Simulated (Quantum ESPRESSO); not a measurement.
# Where does O sit best among N sites?

The results below are calculated, not measured. They come from pw.x of Quantum ESPRESSO 7.5, a plane-wave density functional program, with PseudoDojo standard norm-conserving files (v0.5 for PBE, v0.4.1 for LDA and PBEsol). The cells are made up: elements, strain and atom displacements were drawn at random, and nothing was relaxed. There is no spin polarisation, spin-orbit coupling or dispersion term.

The cell has 8 sites of a wurtzite lattice (rectangular cell). Sites 1 to 4 hold Ga Ga Ga Ga; sites 5 to 8 hold X X X X. Cell vectors in Å: (3.174, 0.000, 0.000); (0.000, 5.497, 0.000); (0.000, 0.000, 5.182). Settings: PBE, cutoff 1143 eV, 8 x 6 x 6 k mesh shifted by half a step, Fermi-Dirac smearing of 0.1 eV.

In each run one of the sites marked X holds O and the others hold N; cell and positions stay the same. E is the free energy of the cell.

| site of the guest | first shell | mean distance (Å) | E above the lowest (eV) | P (GPa) | force on the guest (eV/Å) |
| --- | --- | --- | --- | --- | --- |
| 5 | Ga4 | 1.980 | 0.000 | 16.85 | 0.704 |
| 6 | Ga4 | 1.942 | 0.103 | 16.65 | 1.694 |
| 7 | Ga4 | 1.938 | 0.137 | 16.80 | 0.802 |
| 8 | Ga4 | 1.921 | 0.173 | 16.78 | 1.201 |

A rerun of one of these cells at 1437 eV and k mesh 10 x 8 x 8 moved values by no more than 0.009 eV in the cell's energy, 0.02 GPa in stress and 0.018 eV/Å in force.

## Reading the table

Site 5 is lowest, by 0.103 eV, over three times the rerun's bound. A straight line of energy against the mean distance has a slope of -3.0 ± 0.3 eV/Å, so the guest costs less on the roomier sites. The positions are random and not relaxed, so the differences hold for this frozen cell and are not site preferences of a real crystal.